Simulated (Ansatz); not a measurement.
The relaxed structure here is a generated cell of SiC: the first start was made by placing the elements on the sites of a structure type, and the end was not matched to a known phase here, so it may be hypothetical. Known forms of SiC include space group No. 186, 216.

A structure of SiC relaxed with PBEsol (plane waves to 420 eV, PAW, scalar-relativistic; Ansatz, a quantum-chemistry and plane-wave program); single points at other levels follow on the same geometry (Ansatz, PAW; HSE06 at 420 eV on a 8×8×4 k-mesh; no spin-orbit coupling). Space group P6₂22 (No. 180).

```cif
data_C3Si3
_chemical_formula_sum 'Si3 C3'
_space_group_name_H-M_alt 'P6222'
_space_group_IT_number 180
_space_group_name_Hall 'P 62 2 (0 0 4)'
_cell_length_a 3.06566
_cell_length_b 3.06566
_cell_length_c 7.03117
_cell_angle_alpha 90.000
_cell_angle_beta 90.000
_cell_angle_gamma 120.000
loop_
_atom_site_label
_atom_site_type_symbol
_atom_site_symmetry_multiplicity
_atom_site_Wyckoff_symbol
_atom_site_fract_x
_atom_site_fract_y
_atom_site_fract_z
_atom_site_occupancy
Si1 Si 3 d 0.50000 0.00000 0.50000 1
C1 C 3 c 0.50000 0.00000 0.00000 1
```

| level | gap (eV) | kind | conduction minimum |
|---|---|---|---|
| PBEsol | 0.77 | indirect | M |
| HSE06 | ___ | – | ___ |

Question: Complete the blanks.

Answer: 
- HSE06, gap (eV): 1.63
- HSE06, conduction minimum: M

HSE06 gaps come from a coarse mesh plus a few chosen points, so they may be too large. No spin polarisation in the result.

The run could not lose the symmetry of its start, so the end can be a saddle point.
